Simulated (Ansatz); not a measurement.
BeS:
```xyz
4
Lattice="3.4339 0.0000 0.0000 -1.7169 2.9738 0.0000 0.0000 0.0000 5.6609" Properties=species:S:1:pos:R:3 pbc="T T T"
Be     0.0000     1.9825     5.6580
S      1.7169     0.9913     0.7106
Be     1.7169     0.9913     2.8275
S      0.0000     1.9825     3.5411
```

Relaxed with r²SCAN.

Task: Give the Bader charges and basin volumes of the independent atoms, plane-wave PAW r²SCAN (Ansatz code).

Result: 

```tsv
atom	Bader charge (e)	Bader volume (Å³)
Be1	+1.67	2.0
S2	-1.67	26.9
```

Space group P6_3mc (wurtzite). The start of the workflow was typed in or built on a structure type; neither database checked (COD, Materials Project) lists it. COD files the formula under space group No. 216. Its standing as an ambient phase is unchecked. The r²SCAN relaxation kept the symmetry of its start; its stability against distortions is not shown here.

Potentials: the earlier of the program's two PAW sets.
